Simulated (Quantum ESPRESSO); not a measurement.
Mg4S3O (made-up cell), Ga3SiCN3 (made-up cell) (calculated)

Computed with Quantum ESPRESSO 7.5. Calculation on a made-up crystal cell, not a measurement: periodic Kohn-Sham density functional theory in plane waves with PseudoDojo standard norm-conserving scalar-relativistic pseudopotentials, each functional with its own files (v0.5 for PBE, v0.4.1 for LDA and PBEsol), no spin polarisation, no spin-orbit coupling, atoms not relaxed, stress positive in tension, energies less a fixed whole-eV offset for each atom's element; levels are Kohn-Sham levels at fractions of this cell's reciprocal vectors, counted from the reference band (half the neutral cell's valence electrons, rounded up) at Gamma; error bars cover cutoff and k-mesh only, not smearing or the files; added strain carries the atoms with the cell, and shear is the tensor component; each bar is the largest change over components, and at least 0.002 eV, 0.002 eV per angstrom or 0.02 GPa; energies are for the whole cell, and the offsets were chosen from early runs and are not element reference energies.

Common to all runs: functional pbe; cutoff 1143 eV; fermi dirac smearing 0.025 eV; scf tolerance 1e-07 eV; electrons removed 0.

(1) 
```cif
# cell vector a (Å): 6.1048 -0.0595 0.0303
# cell vector b (Å): -0.0595 6.0097 0.0394
# cell vector c (Å): 0.0303 0.0394 5.9856
data_Mg4S3O
_symmetry_space_group_name_H-M 'P 1'
_symmetry_Int_Tables_number 1
_cell_length_a 6.1052
_cell_length_b 6.0101
_cell_length_c 5.9858
_cell_angle_alpha 89.250
_cell_angle_beta 89.429
_cell_angle_gamma 91.124
_cell_volume 219.56
loop_
_atom_site_label
_atom_site_type_symbol
_atom_site_fract_x
_atom_site_fract_y
_atom_site_fract_z
_atom_site_occupancy
Mg1 Mg 0.99198 0.99971 0.00442 1
Mg2 Mg 0.99563 0.49944 0.50123 1
Mg3 Mg 0.50411 0.99744 0.49421 1
Mg4 Mg 0.49131 0.49854 0.00120 1
S1 S 0.24717 0.24597 0.24862 1
S2 S 0.24658 0.74346 0.74608 1
O1 O 0.75358 0.24761 0.75538 1
S3 S 0.75681 0.75908 0.26124 1
_calc_lattice_type 'zincblende/diamond'
_calc_k_mesh '4 x 4 x 4, shifted by half a step'
_calc_free_energy_less_offsets 5.17  # eV
_calc_smearing_term_minus_ts 0  # eV
_calc_scf_iterations 12
_calc_pressure -9.401  # GPa
_calc_stress_xx 9.727  # GPa
_calc_stress_yy 9.268  # GPa
_calc_stress_zz 9.21  # GPa
_calc_stress_yz 0.07469  # GPa
_calc_stress_xz 0.3281  # GPa
_calc_stress_xy -0.5081  # GPa
_calc_reference_band 32
_calc_error_bar_energy 0.002  # eV
_calc_error_bar_stress 0.02  # GPa
_calc_error_bar_force 0.008672  # eV/angstrom
_calc_error_bar_next_band_up 0.002  # eV
_calc_error_bars_from 'tighter rerun of a related cell'
```

Atoms:
```
atoms element  atom site  atom energy offset (eV)
           Mg          1                    -1617
           Mg          2                    -1617
           Mg          3                    -1617
           Mg          4                    -1617
            S          5                     -302
            S          6                     -302
            O          7                     -452
            S          8                     -302
```

Forces:
```
site  x (eV/Å)  y (eV/Å)  z (eV/Å)
   1   -0.4018    0.6871   -0.8258
   2   -0.5071   -0.7172    0.7207
   3    0.3649    0.5839    0.7392
   4     0.623   -0.4495   -0.5405
   5   0.03351   0.05485    0.0902
   6   0.08056    0.1304    0.1462
   7   0.07787   0.04778   -0.1247
   8   -0.2709   -0.3373   -0.2053
```

Levels:
```
level k point  next band up (eV)
        Gamma              1.485
(1/2,1/2,1/2)              3.007
   (0.15,0,0)              1.817
   (0,0.15,0)              1.824
   (0,0,0.15)              1.824
```

(2) 
```cif
# cell vector a (Å): 6.1048 -0.0595 0.0303
# cell vector b (Å): -0.0595 6.0097 0.0394
# cell vector c (Å): 0.0303 0.0394 5.9856
data_Mg4S3O
_symmetry_space_group_name_H-M 'P 1'
_symmetry_Int_Tables_number 1
_cell_length_a 6.1052
_cell_length_b 6.0101
_cell_length_c 5.9858
_cell_angle_alpha 89.250
_cell_angle_beta 89.429
_cell_angle_gamma 91.124
_cell_volume 219.56
loop_
_atom_site_label
_atom_site_type_symbol
_atom_site_fract_x
_atom_site_fract_y
_atom_site_fract_z
_atom_site_occupancy
Mg1 Mg 0.99198 0.99971 0.00442 1
Mg2 Mg 0.99563 0.49944 0.50123 1
Mg3 Mg 0.50411 0.99744 0.49421 1
Mg4 Mg 0.49131 0.49854 0.00120 1
S1 S 0.24717 0.24597 0.24862 1
S2 S 0.24658 0.74346 0.74608 1
S3 S 0.75358 0.24761 0.75538 1
O1 O 0.75681 0.75908 0.26124 1
_calc_lattice_type 'zincblende/diamond'
_calc_k_mesh '4 x 4 x 4, shifted by half a step'
_calc_free_energy_less_offsets 5.057  # eV
_calc_smearing_term_minus_ts 0  # eV
_calc_scf_iterations 12
_calc_pressure -9.59  # GPa
_calc_stress_xx 9.961  # GPa
_calc_stress_yy 9.479  # GPa
_calc_stress_zz 9.331  # GPa
_calc_stress_yz 0.0471  # GPa
_calc_stress_xz -0.2229  # GPa
_calc_stress_xy -0.7742  # GPa
_calc_reference_band 32
_calc_error_bar_energy 0.002  # eV
_calc_error_bar_stress 0.02  # GPa
_calc_error_bar_force 0.008672  # eV/angstrom
_calc_error_bar_next_band_up 0.002  # eV
_calc_error_bars_from 'tighter rerun of a related cell'
```

Atoms:
```
atoms element  atom site  atom energy offset (eV)
           Mg          1                    -1617
           Mg          2                    -1617
           Mg          3                    -1617
           Mg          4                    -1617
            S          5                     -302
            S          6                     -302
            S          7                     -302
            O          8                     -452
```

Forces:
```
site   x (eV/Å)  y (eV/Å)  z (eV/Å)
   1    -0.5212    -0.761    0.6687
   2    -0.4751    0.6195    -0.572
   3     0.6317    -0.637    -0.475
   4     0.4984    0.4021     0.298
   5    0.03053   0.04876   0.09635
   6    0.08002    0.1363    0.1364
   7    -0.2412   0.04624  -0.05429
   8  -0.003155    0.1451  -0.09823
```

Levels:
```
level k point  next band up (eV)
        Gamma              1.502
(1/2,1/2,1/2)              2.993
   (0.15,0,0)              1.831
   (0,0.15,0)              1.838
   (0,0,0.15)              1.842
```

(3) 
```cif
# cell vector a (Å): 3.1392 0.0000 0.0000
# cell vector b (Å): 0.0000 5.4373 0.0000
# cell vector c (Å): 0.0000 0.0000 5.1263
data_Ga3SiCN3
_symmetry_space_group_name_H-M 'P 1'
_symmetry_Int_Tables_number 1
_cell_length_a 3.1392
_cell_length_b 5.4373
_cell_length_c 5.1263
_cell_angle_alpha 90.000
_cell_angle_beta 90.000
_cell_angle_gamma 90.000
_cell_volume 87.50
loop_
_atom_site_label
_atom_site_type_symbol
_atom_site_fract_x
_atom_site_fract_y
_atom_site_fract_z
_atom_site_occupancy
Ga1 Ga 0.00487 0.01580 0.01980 1
Ga2 Ga 0.53262 0.48868 0.00398 1
Ga3 Ga 0.44951 0.16216 0.49929 1
Si1 Si 0.97888 0.61080 0.50313 1
N1 N 0.00624 0.01333 0.37241 1
C1 C 0.51363 0.50950 0.39621 1
N2 N 0.56890 0.14989 0.86560 1
N3 N 0.04695 0.68628 0.87708 1
_calc_lattice_type 'wurtzite'
_calc_k_mesh '6 x 4 x 4, shifted by half a step'
_calc_free_energy_less_offsets -1.968  # eV
_calc_smearing_term_minus_ts 0  # eV
_calc_scf_iterations 12
_calc_pressure 16.51  # GPa
_calc_stress_xx -23.57  # GPa
_calc_stress_yy -11.62  # GPa
_calc_stress_zz -14.34  # GPa
_calc_stress_yz 0.1528  # GPa
_calc_stress_xz -10.54  # GPa
_calc_stress_xy -1.816  # GPa
_calc_reference_band 31
_calc_error_bar_energy 0.002  # eV
_calc_error_bar_stress 0.03554  # GPa
_calc_error_bar_force 0.002823  # eV/angstrom
_calc_error_bar_next_band_up 0.002  # eV
_calc_error_bars_from 'tighter rerun of a related cell'
```

Atoms:
```
atoms element  atom site  atom energy offset (eV)
           Ga          1                    -2080
           Ga          2                    -2080
           Ga          3                    -2080
           Si          4                     -115
            N          5                     -283
            C          6                     -163
            N          7                     -283
            N          8                     -283
```

Forces:
```
site  x (eV/Å)  y (eV/Å)  z (eV/Å)
   1     3.167    -1.968    -1.066
   2    0.2137    0.9733   -0.5366
   3     3.887  -0.03332     1.376
   4      4.66     5.599     3.178
   5     -3.22    -3.448     1.001
   6     -4.06    -1.069    -1.561
   7    -3.829     2.504   -0.2151
   8   -0.8186    -2.558    -2.176
```

Levels:
```
level k point  next band up (eV)
        Gamma              2.278
(1/2,1/2,1/2)              1.916
   (0.15,0,0)              3.164
   (0,0.15,0)              2.684
   (0,0,0.15)               2.74
```

(4) 
```cif
# cell vector a (Å): 3.1392 0.0000 0.0000
# cell vector b (Å): 0.0000 5.4373 0.0000
# cell vector c (Å): 0.0000 0.0000 5.1263
data_Ga3SiCN3
_symmetry_space_group_name_H-M 'P 1'
_symmetry_Int_Tables_number 1
_cell_length_a 3.1392
_cell_length_b 5.4373
_cell_length_c 5.1263
_cell_angle_alpha 90.000
_cell_angle_beta 90.000
_cell_angle_gamma 90.000
_cell_volume 87.50
loop_
_atom_site_label
_atom_site_type_symbol
_atom_site_fract_x
_atom_site_fract_y
_atom_site_fract_z
_atom_site_occupancy
Ga1 Ga 0.00487 0.01580 0.01980 1
Ga2 Ga 0.53262 0.48868 0.00398 1
Ga3 Ga 0.44951 0.16216 0.49929 1
Si1 Si 0.97888 0.61337 0.50313 1
N1 N 0.00624 0.01333 0.37241 1
C1 C 0.51363 0.50950 0.39621 1
N2 N 0.56890 0.14989 0.86560 1
N3 N 0.04695 0.68628 0.87708 1
_calc_lattice_type 'wurtzite'
_calc_k_mesh '6 x 4 x 4, shifted by half a step'
_calc_free_energy_less_offsets -2.046  # eV
_calc_smearing_term_minus_ts 0  # eV
_calc_scf_iterations 12
_calc_pressure 16.26  # GPa
_calc_stress_xx -23.13  # GPa
_calc_stress_yy -11.42  # GPa
_calc_stress_zz -14.24  # GPa
_calc_stress_yz 0.03333  # GPa
_calc_stress_xz -10.43  # GPa
_calc_stress_xy -1.814  # GPa
_calc_reference_band 31
_calc_error_bar_energy 0.002  # eV
_calc_error_bar_stress 0.03554  # GPa
_calc_error_bar_force 0.002823  # eV/angstrom
_calc_error_bar_next_band_up 0.002  # eV
_calc_error_bars_from 'tighter rerun of a related cell'
```

Atoms:
```
atoms element  atom site  atom energy offset (eV)
           Ga          1                    -2080
           Ga          2                    -2080
           Ga          3                    -2080
           Si          4                     -115
            N          5                     -283
            C          6                     -163
            N          7                     -283
            N          8                     -283
```

Forces:
```
site  x (eV/Å)  y (eV/Å)  z (eV/Å)
   1     3.169    -1.971    -1.085
   2    0.2146    0.9746   -0.5293
   3     3.884   0.06061     1.386
   4     4.562     5.459     3.078
   5    -3.224    -3.505     1.029
   6    -3.954    -1.008    -1.493
   7     -3.83     2.494   -0.2087
   8   -0.8212    -2.505    -2.177
```

Levels:
```
level k point  next band up (eV)
        Gamma              2.295
(1/2,1/2,1/2)              1.985
   (0.15,0,0)              3.181
   (0,0.15,0)              2.699
   (0,0,0.15)              2.756
```

(5) 
```cif
# cell vector a (Å): 3.1392 0.0000 0.0000
# cell vector b (Å): 0.0000 5.4373 0.0000
# cell vector c (Å): 0.0000 0.0000 5.1263
data_Ga3SiCN3
_symmetry_space_group_name_H-M 'P 1'
_symmetry_Int_Tables_number 1
_cell_length_a 3.1392
_cell_length_b 5.4373
_cell_length_c 5.1263
_cell_angle_alpha 90.000
_cell_angle_beta 90.000
_cell_angle_gamma 90.000
_cell_volume 87.50
loop_
_atom_site_label
_atom_site_type_symbol
_atom_site_fract_x
_atom_site_fract_y
_atom_site_fract_z
_atom_site_occupancy
Ga1 Ga 0.00487 0.01580 0.01980 1
Ga2 Ga 0.53262 0.48868 0.00398 1
Ga3 Ga 0.44951 0.16216 0.49929 1
Si1 Si 0.97888 0.61838 0.50313 1
N1 N 0.00624 0.01333 0.37241 1
C1 C 0.51363 0.50950 0.39621 1
N2 N 0.56890 0.14989 0.86560 1
N3 N 0.04695 0.68628 0.87708 1
_calc_lattice_type 'wurtzite'
_calc_k_mesh '6 x 4 x 4, shifted by half a step'
_calc_free_energy_less_offsets -2.19  # eV
_calc_smearing_term_minus_ts 0  # eV
_calc_scf_iterations 12
_calc_pressure 15.8  # GPa
_calc_stress_xx -22.31  # GPa
_calc_stress_yy -11.04  # GPa
_calc_stress_zz -14.04  # GPa
_calc_stress_yz -0.1839  # GPa
_calc_stress_xz -10.23  # GPa
_calc_stress_xy -1.797  # GPa
_calc_reference_band 31
_calc_error_bar_energy 0.002  # eV
_calc_error_bar_stress 0.03554  # GPa
_calc_error_bar_force 0.002823  # eV/angstrom
_calc_error_bar_next_band_up 0.002  # eV
_calc_error_bars_from 'tighter rerun of a related cell'
```

Atoms:
```
atoms element  atom site  atom energy offset (eV)
           Ga          1                    -2080
           Ga          2                    -2080
           Ga          3                    -2080
           Si          4                     -115
            N          5                     -283
            C          6                     -163
            N          7                     -283
            N          8                     -283
```

Forces:
```
site  x (eV/Å)  y (eV/Å)  z (eV/Å)
   1     3.172    -1.977    -1.123
   2    0.2165    0.9791   -0.5151
   3      3.88    0.2437     1.407
   4     4.372     5.167     2.883
   5    -3.231     -3.61     1.086
   6    -3.751   -0.8757    -1.363
   7    -3.833     2.474   -0.1963
   8   -0.8259      -2.4    -2.179
```

Levels:
```
level k point  next band up (eV)
        Gamma              2.323
(1/2,1/2,1/2)              2.118
   (0.15,0,0)               3.21
   (0,0.15,0)              2.726
   (0,0,0.15)              2.782
```

(6) 
```cif
# cell vector a (Å): 3.1392 0.0000 0.0000
# cell vector b (Å): 0.0000 5.4373 0.0000
# cell vector c (Å): 0.0000 0.0000 5.1263
data_Ga3SiCN3
_symmetry_space_group_name_H-M 'P 1'
_symmetry_Int_Tables_number 1
_cell_length_a 3.1392
_cell_length_b 5.4373
_cell_length_c 5.1263
_cell_angle_alpha 90.000
_cell_angle_beta 90.000
_cell_angle_gamma 90.000
_cell_volume 87.50
loop_
_atom_site_label
_atom_site_type_symbol
_atom_site_fract_x
_atom_site_fract_y
_atom_site_fract_z
_atom_site_occupancy
Ga1 Ga 0.00487 0.01580 0.01980 1
Ga2 Ga 0.53262 0.48868 0.00398 1
Ga3 Ga 0.44951 0.16216 0.49929 1
Si1 Si 0.97888 0.62031 0.50313 1
N1 N 0.00624 0.01333 0.37241 1
C1 C 0.51363 0.50950 0.39621 1
N2 N 0.56890 0.14989 0.86560 1
N3 N 0.04695 0.68628 0.87708 1
_calc_lattice_type 'wurtzite'
_calc_k_mesh '6 x 4 x 4, shifted by half a step'
_calc_stress_xx ?
_calc_stress_xz ?
```

Atoms:
```
atoms element  atom site  atom energy offset (eV)
           Ga          1                    -2080
           Ga          2                    -2080
           Ga          3                    -2080
           Si          4                     -115
            N          5                     -283
            C          6                     -163
            N          7                     -283
            N          8                     -283
```

(7) 
```cif
# cell vector a (Å): 3.1392 0.0000 0.0000
# cell vector b (Å): 0.0000 5.4373 0.0000
# cell vector c (Å): 0.0000 0.0000 5.1263
data_Ga3SiCN3
_symmetry_space_group_name_H-M 'P 1'
_symmetry_Int_Tables_number 1
_cell_length_a 3.1392
_cell_length_b 5.4373
_cell_length_c 5.1263
_cell_angle_alpha 90.000
_cell_angle_beta 90.000
_cell_angle_gamma 90.000
_cell_volume 87.50
loop_
_atom_site_label
_atom_site_type_symbol
_atom_site_fract_x
_atom_site_fract_y
_atom_site_fract_z
_atom_site_occupancy
Ga1 Ga 0.00487 0.01580 0.01980 1
Ga2 Ga 0.53262 0.48868 0.00398 1
Ga3 Ga 0.44951 0.16216 0.49929 1
Si1 Si 0.97888 0.62325 0.50313 1
N1 N 0.00624 0.01333 0.37241 1
C1 C 0.51363 0.50950 0.39621 1
N2 N 0.56890 0.14989 0.86560 1
N3 N 0.04695 0.68628 0.87708 1
_calc_lattice_type 'wurtzite'
_calc_k_mesh '6 x 4 x 4, shifted by half a step'
_calc_pressure ?
```

Atoms:
```
atoms element  atom site  atom energy offset (eV)
           Ga          1                    -2080
           Ga          2                    -2080
           Ga          3                    -2080
           Si          4                     -115
            N          5                     -283
            C          6                     -163
            N          7                     -283
            N          8                     -283
```

(8) 
```cif
# cell vector a (Å): 3.1392 0.0000 0.0000
# cell vector b (Å): 0.0000 5.4373 0.0000
# cell vector c (Å): 0.0000 0.0000 5.1263
data_Ga3SiCN3
_symmetry_space_group_name_H-M 'P 1'
_symmetry_Int_Tables_number 1
_cell_length_a 3.1392
_cell_length_b 5.4373
_cell_length_c 5.1263
_cell_angle_alpha 90.000
_cell_angle_beta 90.000
_cell_angle_gamma 90.000
_cell_volume 87.50
loop_
_atom_site_label
_atom_site_type_symbol
_atom_site_fract_x
_atom_site_fract_y
_atom_site_fract_z
_atom_site_occupancy
Ga1 Ga 0.00487 0.01580 0.01980 1
Ga2 Ga 0.53262 0.48868 0.00398 1
Ga3 Ga 0.44951 0.16216 0.49929 1
Si1 Si 0.97888 0.62687 0.50313 1
N1 N 0.00624 0.01333 0.37241 1
C1 C 0.51363 0.50950 0.39621 1
N2 N 0.56890 0.14989 0.86560 1
N3 N 0.04695 0.68628 0.87708 1
_calc_lattice_type 'wurtzite'
_calc_k_mesh '6 x 4 x 4, shifted by half a step'
_calc_pressure ?
```

Atoms:
```
atoms element  atom site  atom energy offset (eV)
           Ga          1                    -2080
           Ga          2                    -2080
           Ga          3                    -2080
           Si          4                     -115
            N          5                     -283
            C          6                     -163
            N          7                     -283
            N          8                     -283
```

Question: Ga3SiCN3 (made-up cell) (entry 6): stress xx?
Answer: -22 GPa

Question: Give the missing stress xz for Ga3SiCN3 (made-up cell) (entry 6).
Answer: -10.15 GPa

Question: Give the table of levels values for Ga3SiCN3 (made-up cell) (entry 6).
Answer: 
Levels:
```
level k point  next band up (eV)
        Gamma              2.333
(1/2,1/2,1/2)              2.169
   (0.15,0,0)              3.219
   (0,0.15,0)              2.735
   (0,0,0.15)              2.791
```

Question: Give the missing pressure for Ga3SiCN3 (made-up cell) (entry 7).
Answer: 15.36 GPa

Question: Give the table of levels values for Ga3SiCN3 (made-up cell) (entry 7).
Answer: 
Levels:
```
level k point  next band up (eV)
        Gamma              2.347
(1/2,1/2,1/2)              2.246
   (0.15,0,0)              3.233
   (0,0.15,0)              2.748
   (0,0,0.15)              2.804
```

Question: Give the missing pressure for Ga3SiCN3 (made-up cell) (entry 8).
Answer: 15.04 GPa

Question: Give the table of forces values for Ga3SiCN3 (made-up cell) (entry 8).
Answer: 
Forces:
```
site  x (eV/Å)  y (eV/Å)  z (eV/Å)
   1     3.178    -1.989     -1.19
   2      0.22    0.9922    -0.491
   3     3.871    0.5559     1.445
   4     4.054     4.615     2.558
   5    -3.243    -3.775     1.182
   6    -3.411   -0.6172     -1.15
   7    -3.837     2.438   -0.1759
   8   -0.8333    -2.219    -2.177
```

Further results for Ga3SiCN3 (made-up cell) (entry 6):

| Quantity | Value |
| --- | --- |
| free energy less offsets | -2.244 eV |
| smearing term minus ts | 0 eV |
| scf iterations | 12 |
| pressure | 15.62 GPa |
| stress yy | -10.89 GPa |
| stress zz | -13.97 GPa |
| stress yz | -0.2625 GPa |
| stress xy | -1.785 GPa |
| reference band | 31 |
| error bar energy | 0.002 eV |
| error bar stress | 0.03554 GPa |
| error bar force | 0.002823 eV/Å |
| error bar next band up | 0.002 eV |
| error bars from | tighter rerun of a related cell |

Forces:
```
site  x (eV/Å)  y (eV/Å)  z (eV/Å)
   1     3.174     -1.98    -1.138
   2    0.2173    0.9814   -0.5096
   3     3.878    0.3146     1.416
   4       4.3     5.048     2.809
   5    -3.234     -3.65     1.108
   6    -3.673   -0.8206    -1.314
   7    -3.834     2.466   -0.1916
   8   -0.8276     -2.36    -2.179
```

Further results for Ga3SiCN3 (made-up cell) (entry 7):

| Quantity | Value |
| --- | --- |
| free energy less offsets | -2.323 eV |
| smearing term minus ts | 0 eV |
| scf iterations | 12 |
| stress xx | -21.55 GPa |
| stress yy | -10.66 GPa |
| stress zz | -13.86 GPa |
| stress yz | -0.3765 GPa |
| stress xz | -10.04 GPa |
| stress xy | -1.763 GPa |
| reference band | 31 |
| error bar energy | 0.002 eV |
| error bar stress | 0.03554 GPa |
| error bar force | 0.002823 eV/Å |
| error bar next band up | 0.002 eV |
| error bars from | tighter rerun of a related cell |

Forces:
```
site  x (eV/Å)  y (eV/Å)  z (eV/Å)
   1     3.176    -1.984    -1.161
   2    0.2185    0.9858   -0.5013
   3     3.875    0.4227     1.429
   4     4.189     4.859     2.696
   5    -3.238    -3.708     1.141
   6    -3.555   -0.7324     -1.24
   7    -3.835     2.454   -0.1845
   8   -0.8302    -2.297    -2.178
```

Further results for Ga3SiCN3 (made-up cell) (entry 8):

| Item | Value |
| --- | --- |
| free energy less offsets | -2.417 eV |
| smearing term minus ts | 0 eV |
| scf iterations | 12 |
| stress xx | -21 GPa |
| stress yy | -10.38 GPa |
| stress zz | -13.73 GPa |
| stress yz | -0.5073 GPa |
| stress xz | -9.898 GPa |
| stress xy | -1.727 GPa |
| reference band | 31 |
| error bar energy | 0.002 eV |
| error bar stress | 0.03554 GPa |
| error bar force | 0.002823 eV/Å |
| error bar next band up | 0.002 eV |
| error bars from | tighter rerun of this cell |

Levels:
```
level k point  next band up (eV)
        Gamma              2.363
(1/2,1/2,1/2)              2.339
   (0.15,0,0)              3.246
   (0,0.15,0)              2.762
   (0,0,0.15)              2.817
```
